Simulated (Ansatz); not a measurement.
## CdS: from a starting cell to a relaxed one

The start is a generated trial cell of CdS in the zincblende structure type. The cell and all atomic positions are relaxed at zero pressure with PBE (plane waves to 420 eV, PAW, scalar-relativistic; Ansatz, a quantum-chemistry and plane-wave program). First-step values are on the input's coarse k-mesh.

Ansatz input (later rounds restart from its end on a renewed k-mesh):
Ansatz 0.2 input:
```yaml
crystal:
  lattice:
    - [0, 2.926228, 2.926228]
    - [2.926228, 0, 2.926228]
    - [2.926228, 2.926228, 0]
  atoms:
    - { symbol: S, position: [0.75, 0.75, 0.75] }
    - { symbol: Cd, position: [0, 0, 0] }
basis: { ecutwfc: 420, ecutrho_ratio: 4, xc_grid: 2, fft_grid_basis: typed }
kpoints: { mp_grid: { grid: [7, 7, 7] } }
hamiltonian:
  xc: pbe
  dispersion: none
  pseudopotentials: { azcp: { folder: ./paw }, kind: paw }
scf: { occupations: { method: fermi_dirac, width: 0.05 } }
relax: { f_tol: 0.01, max_steps: 100, cell: { stress_tol: 0.02 } }
output: { forces: true, stress: true }
```

Problem. How large is the pressure on the unrelaxed cell, and of which sign?

Solution. +2.2 GPa (positive: the cell is compressed).

Problem. How much energy is released per atom?

Solution. 0.007 eV/atom.

Problem. How does the volume per atom move from start to end?

Solution. +3.9 %, from 25.06 to 26.03 Å³/atom.

Problem. How do the shortest distances between atoms change?

Solution. The closest pairs of elements (up to four, under 3.6 Å), start → end: Cd–S 2.53 → 2.57 Å.

Problem. What band gap does the relaxed structure have at this level?

Solution. 1.04 eV, direct at Γ (no spin-orbit coupling).

Problem. Write out the relaxed structure.

Solution. 
Space group F-43m (No. 216); a = 5.9271 Å, b = 5.9271 Å, c = 5.9271 Å, α = 90.00°, β = 90.00°, γ = 90.00°

```json
[
 {"atom": "S", "site": "4c", "symmetry": "-43m", "x": "0.2500", "y": "0.2500", "z": "0.2500"},
 {"atom": "Cd", "site": "4a", "symmetry": "-43m", "x": "0.0000", "y": "0.0000", "z": "0.0000"}
]
```
(The calculation used a cell of 2 atoms; values per cell refer to that cell.)

The space group stays F-43m (No. 216) (the run could not lower it); the end is zinc blende type, with 2 atoms in the primitive cell. Final values are on a 10×10×10 k-mesh of the relaxed cell. No spin polarisation in the result.

The run could not lose the symmetry of its start.

All atoms sit on sites fixed by symmetry, so only the cell could relax.
